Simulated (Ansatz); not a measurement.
An Ansatz input (plane waves, PAW) for BiAu in the rocksalt structure that has something wrong with it:

```yaml
crystal:
  lattice:
    - [0.0, 2.9407647972, 2.9407647972]
    - [2.9407647972, 0.0, 2.9407647972]
    - [2.9407647972, 2.9407647972, 0.0]
  atoms:
    - { symbol: Au, position: [0.5, 0.5, 0.5] }
    - { symbol: Bi, position: [0.0, 0.0, 0.0] }
basis:
  ecutwfc: "80 eV"
  ecutrho_ratio: 4
kpoints:
  mp_grid: { grid: [10, 10, 10] }
hamiltonian:
  xc: r2scan
scf:
  occupations: { method: gaussian, width: 0.05 }
  max_iter: 50
output:
  forces: true
  stress: true
```

Launched as:
```sh
ansatz run input.yaml --threads 2 --pin off --max-ram 2662MiB --backend cpu --events-out ev --progress --plain --runs-dir out
```

Problem. What is wrong with it?

Solution. A cutoff far too low. Against the sound input: basis.ecutwfc: 500 → "80 eV" (the cap on iterations is only a precaution).

What the program printed:

```
Warning: basis.ecutwfc = 80 eV is below the records' recommended 500 eV, and the density's cutoff is lower with it unless basis.ecutrho_ratio is high enough to keep the records' density cutoff: compare with a run at a higher cutoff
Warning: basis.ecutrho_ratio = 4 (ecutrho = 320 eV) is below the records' recommended 2000 eV
```

```
SCF iter   1: F=—  HF=-25041.627902 eV  |F-HF|=—  |Δ(HF+E_count)|=         —  Δρ=1.10e0  dr2=6.55e2  dr2_τ=3.72e1
SCF iter   2: F=—  HF=-24828.595578 eV  |F-HF|=—  |Δ(HF+E_count)|=    2.13e2  Δρ=6.86e-1  dr2=2.35e2  dr2_τ=1.03e0
SCF iter   3: F=—  HF=-24698.236744 eV  |F-HF|=—  |Δ(HF+E_count)|=    1.30e2  Δρ=8.96e-2  dr2=4.08e0  dr2_τ=5.71e-1
SCF iter   4: F=—  HF=-24696.391306 eV  |F-HF|=—  |Δ(HF+E_count)|=    1.85e0  Δρ=3.26e-2  dr2=8.81e-1  dr2_τ=2.56e-2
SCF iter   5: F=—  HF=-24695.696395 eV  |F-HF|=—  |Δ(HF+E_count)|=   6.95e-1  Δρ=1.41e-2  dr2=1.09e-1  dr2_τ=1.88e-3
SCF iter   6: F=—  HF=-24695.674570 eV  |F-HF|=—  |Δ(HF+E_count)|=   2.18e-2  Δρ=7.05e-3  dr2=2.60e-2  dr2_τ=3.32e-4
SCF iter   7: F=—  HF=-24695.660946 eV  |F-HF|=—  |Δ(HF+E_count)|=   1.36e-2  Δρ=6.50e-4  dr2=2.84e-4  dr2_τ=5.61e-6
SCF iter   8: F=—  HF=-24695.660863 eV  |F-HF|=—  |Δ(HF+E_count)|=   8.30e-5  Δρ=2.06e-4  dr2=1.92e-5  dr2_τ=3.43e-7
SCF iter   9: F=—  HF=-24695.660815 eV  |F-HF|=—  |Δ(HF+E_count)|=   4.72e-5  Δρ=4.02e-5  dr2=6.66e-7  dr2_τ=4.77e-9
SCF iter  10: F=-24695.660815 eV  HF=-24695.660815 eV  |F-HF|=2.99e-9  |Δ(HF+E_count)|=   5.46e-7  Δρ=2.96e-6  dr2=2.92e-9  dr2_τ=1.46e-10
```

```
SCF 1 converged in 10 iterations: F = -24695.660815 eV  dr2 = 2.92e-9
SCF converged after 10 iterations
Free energy (F): -24695.660815 eV
E sigma→0 (E₀):  -24695.658690 eV
Entropy (-TS):   -0.004250 eV (-2.125 meV/atom)
Fermi energy:    19.653774 eV
--- Forces (eV/Å), atoms counted from 1 ---
  atom   1  Au     0.00000000     0.00000000     0.00000000
  atom   2  Bi     0.00000000     0.00000000     0.00000000
--- Stress (GPa, compression-positive) ---
     -151.813358       0.000000       0.000000
        0.000000    -151.813358       0.000000
        0.000000       0.000000    -151.813358
  P = ⅓ Tr σ = -151.8134 GPa (-1518.134 kbar)
```

The run converged all the same; its pressure of -152 GPa shows the fault against the sound run's. Its energy lies 439426 meV/atom from the sound one. Cost: 0.99 s on 2 threads of Arm Neoverse V1 (shared host), peak memory 0.27 GiB. The run before the change (r²SCAN, 500 eV, 10×10×10 mesh) gave:

```tsv
run	P (GPa)	gap on the mesh (eV)	cell moment (μB)	largest force component (eV/Å)
sound	0.0	metal	–	0.000
spoiled	-151.8	metal	–	0.000
```

The start was a prototype's sites filled with these elements, not a measured cell.
